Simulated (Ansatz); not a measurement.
**Property card for NbP₂**

NbP₂:
```cif
data_Nb4P8
_chemical_formula_sum 'Nb4 P8'
_space_group_name_H-M_alt 'C2/m'
_space_group_IT_number 12
_space_group_name_Hall '-C 2y'
_cell_length_a 8.87252
_cell_length_b 3.29414
_cell_length_c 7.55828
_cell_angle_alpha 90.000
_cell_angle_beta 119.058
_cell_angle_gamma 90.000
loop_
_space_group_symop_operation_xyz
  'x, y, z'
  '-x, -y, -z'
  '-x, y, -z'
  'x, -y, z'
  'x+1/2, y+1/2, z'
  '-x+1/2, -y+1/2, -z'
  '-x+1/2, y+1/2, -z'
  'x+1/2, -y+1/2, z'
loop_
_atom_site_label
_atom_site_type_symbol
_atom_site_symmetry_multiplicity
_atom_site_Wyckoff_symbol
_atom_site_fract_x
_atom_site_fract_y
_atom_site_fract_z
_atom_site_occupancy
Nb1 Nb 4 i 0.15981 0.00000 0.20072 1
P1 P 4 i 0.40319 0.00000 0.09880 1
P2 P 4 i 0.13325 0.00000 0.52640 1
```
(The calculation used a cell of 6 atoms; values per cell refer to that cell.)

Space group C2/m (No. 12); conventional cell a = 8.873 Å, b = 3.294 Å, c = 7.558 Å, α = 90.00°, β = 119.06°, γ = 90.00°.

Method: plane-wave PAW r²SCAN (Ansatz code). Geometry: relaxed at this level of theory. Other levels are named where they apply.

**Cell and energy**

```
Quantity                                                      Result
-----------------------------------------------------  -------------
Volume per atom                                             16.09 Å³
Density                                                   5.33 g/cm³
Formation energy from the elements (no fitted shifts)  -0.77 eV/atom
```

**Electronic structure**

```
Item                                                                                                       Result
------------------------------------  ---------------------------------------------------------------------------
Electronic character                  no gap, with almost no states at the Fermi level (zero-gap or semimetallic)
Density of states at the Fermi level                                 0.03 states/eV per atom (mean over ±0.08 eV)
```

The first step of the workflow began from a Materials Project structure, measured or hypothetical; the Crystallography Open Database copy checked does not list it. Whether it is the stable phase at ambient conditions was not checked. Symmetry was held in the r²SCAN relaxation; its stability against distortions is not shown here. No spin polarisation was allowed. A small band overlap can be real or an error of a semilocal functional. The references are the lowest solids computed at this level, not always the standard phases. Spin–orbit coupling is left out wherever it is not named.

Potentials: the later of the program's two PAW sets.
